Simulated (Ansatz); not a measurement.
Start of a relaxation of Cd3Hg2S5:

```
Cd Hg S
1.0
     2.05123    1.18428   16.74819
    -2.05123    1.18428   16.74819
     0.00000   -2.36855   16.74819
Cd Hg S
3 2 5
Direct
  0.00000 0.00000 0.00000
  0.40000 0.40000 0.40000
  0.80000 0.80000 0.80000
  0.20000 0.20000 0.20000
  0.60000 0.60000 0.60000
  0.05000 0.05000 0.05000
  0.45000 0.45000 0.45000
  0.85000 0.85000 0.85000
  0.25000 0.25000 0.25000
  0.65000 0.65000 0.65000
```

Computed with Ansatz, DFT PBE, scalar-relativistic, plane waves, PAW. Cutoff 420 eV, Gaussian smearing, Γ-centred meshes. Cell and atoms relax first on a coarse mesh and then on a converged one. In between, the cell is made exact in the group found at 0.06 Å. The steps can't lower the symmetry of their start. No spin polarisation.

A guess keeps its type if space group and coordination stay and the shape of the cell changes little (axis ratios within about 15 %, angles within 6°); the volume may change.

Question: Does it keep its structure type, or change into something else?

Answer: It keeps its type. The symmetry stays R3m (No. 160). The volume per atom grows by 8.0 %, from 24.4 to 26.4 Å³. The shortest distance goes from 2.51 Å (Cd–S and Hg–S) to 2.57 Å (Cd–S). The ratio c/a of the conventional cell changes by a factor of 1.00. Counting neighbours within 15 % of an atom's shortest distance, the start has Cd 4, Hg 4, S 4 and the end Cd 4, Hg 4, S 4.

The last run used a 12×12×12 mesh for its 10-atom cell and Gaussian smearing of 0.01 eV. These runs have no spin–orbit coupling, which can matter for Hg. A later test with randomly moved atoms came back to the same energy, though modes that don't fit the test's cell weren't probed.
